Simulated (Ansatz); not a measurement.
**A plane-wave run on NaAuS2**

The input, for Ansatz 0.2.0 (plane waves, PAW):

```yaml
crystal:
  lattice:
    - [4.383158, 0.0, 0.0]
    - [2.191579, -6.398201, 0.0]
    - [0.0, 0.0, -6.396513]
  atoms:
    - { symbol: Na, position: [0.312, 0.376, 0.75] }
    - { symbol: Na, position: [0.688, 0.624, 0.25] }
    - { symbol: Au, position: [0.984, 0.032, 0.75] }
    - { symbol: Au, position: [0.016, 0.968, 0.25] }
    - { symbol: S, position: [0.118, 0.764, 0.0] }
    - { symbol: S, position: [0.882, 0.236, 0.5] }
    - { symbol: S, position: [0.882, 0.236, 0.0] }
    - { symbol: S, position: [0.118, 0.764, 0.5] }
  symmetry: { tolerance: 0.0003 }
kpoints:
  mp_grid: { grid: [6, 6, 4], shift: [0, 0, 0] }
  band_path:
    path:
      - [0.0, 0.0, 0.0]
      - [0.0, -0.5, 0.0]
      - [0.44133643, -0.27933179, 0.0]
      - [0.55866357, 0.27933179, 0.0]
      - [0.0, 0.0, 0.0]
      - [0.0, 0.0, -0.5]
      - [0.55866357, 0.27933179, -0.5]
      - [0.44133643, -0.27933179, -0.5]
      - [0.0, -0.5, -0.5]
      - [0.0, -0.5, 0.0]
      - [0.0, 0.0, 0.0]
    npoints: 7
magnetization:
  spin_polarized: false
scf:
  occupations: { method: fermi_dirac, width: 0.0606 }
  lower_state_search: "off"
  max_iter: 200
hamiltonian:
  pseudopotentials: { kind: paw }
  xc: mr2scan
basis:
  ecutwfc: 500
  fft_grid_basis: typed
output:
  forces: true
  stress: true
  eigenvalues: true
  bader: true
  populations: true
  elf: true
  write_potential: true
  volumetric_format: npy
  dos:
    e_range: [-12, 8]
    de: 0.05
    projected: { site_lists: { Au: [Au], Na: [Na], S: [S] } }
  write_density: true
checkpoint:
  read: saved_state
```

Run as

```sh
ansatz run input.yaml --threads 2 --pin off --max-ram 2560MiB --backend cpu --events-out ev --progress --plain --runs-dir out
```

The saved state is an earlier solution for the same cell, perhaps on another mesh. 

Excerpt of what it printed:

```
SCF iter   1: F=-32928.5842 eV  Δρ=1.31e-3  dr2=1.10e-3  dr2_τ=9.82e-4
SCF iter   2: F=-32928.5850 eV  Δρ=6.91e-4  dr2=2.44e-4  dr2_τ=2.56e-4
SCF iter   3: F=-32928.5851 eV  Δρ=1.66e-4  dr2=3.54e-5  dr2_τ=1.36e-5
SCF iter   4: F=-32928.5851 eV  Δρ=4.43e-5  dr2=2.46e-6  dr2_τ=6.40e-7
SCF iter   5: F=-32928.5851 eV  Δρ=8.58e-6  dr2=1.13e-7  dr2_τ=1.61e-8
SCF iter   6: F=-32928.5851 eV  Δρ=2.31e-6  dr2=9.51e-9  dr2_τ=6.95e-10
Free energy (F): -32928.5851 eV
Harris-Foulkes:  -32928.5851 eV  (|F-HF|=1.02e-8)
Internal energy: -32928.5850 eV  (E = F + TS)
E sigma→0 (E₀):  -32928.5851 eV
Entropy (-TS):   -0.0002 eV (-0.021 meV/atom)
Fermi energy:    6.9075 eV
--- Per-component energies (eV) ---
  E_band       = -1436.8869
  E_kinetic    = 1903.2766
  E_local      = -10611.6807  (includes V_loc(G=0)·N_el)
  E_nonlocal   = 490.8690
  E_hartree    = 4349.6393
  E_xc         = -886.7114
  E_vxc        = -1118.2224  (∫ρ·V_xc dr)
  E_paw        = -22433.0057  (= ΣΔE_a)
  E_vpaw       = -871.8894  (= ΣTr[D̂ρ^β])
  E_aug_tail   = 0.0014  (compensation charges beyond the density's cutoff)
  E_vtau       = 71.4829  (kinetic-family band-sum trace: ∫τ·v_τ [+ j·A + Jᵃ·Aᵃ] dr)
  E_ewald      = -5740.1292
  E_core_change = -0.8442  (= ΣΔE_core)
  E_smearing   = -0.0002  (= −TS)
--- Forces (eV/Å), atoms counted from 1 ---
  atom   1  Na     0.0000    -0.2875     0.0000
  atom   2  Na     0.0000     0.2875     0.0000
  atom   3  Au     0.0000     8.0272     0.0000
  atom   4  Au     0.0000    -8.0272     0.0000
  atom   5  S      0.0000     4.4102     4.1604
  atom   6  S      0.0000    -4.4102     4.1604
  atom   7  S      0.0000    -4.4102    -4.1604
  atom   8  S      0.0000     4.4102    -4.1604
--- Stress (GPa, compression-positive) ---
        2.2110       0.0000       0.0000
        0.0000      22.8518       0.0000
        0.0000       0.0000      34.2085
  P = ⅓ Tr σ = 19.7571 GPa (197.571 kbar)
```

Origin: a known structure type with other elements, at an estimated volume, so it need not be a known compound. Caveats: atoms or cell far from equilibrium; m-r2SCAN is r2SCAN with a changed spin dependence that lowers moments.

Cost: 2 min on 2 threads of Arm Neoverse N1, with other jobs on the host, peak memory 1.1 GiB (start from a saved density).
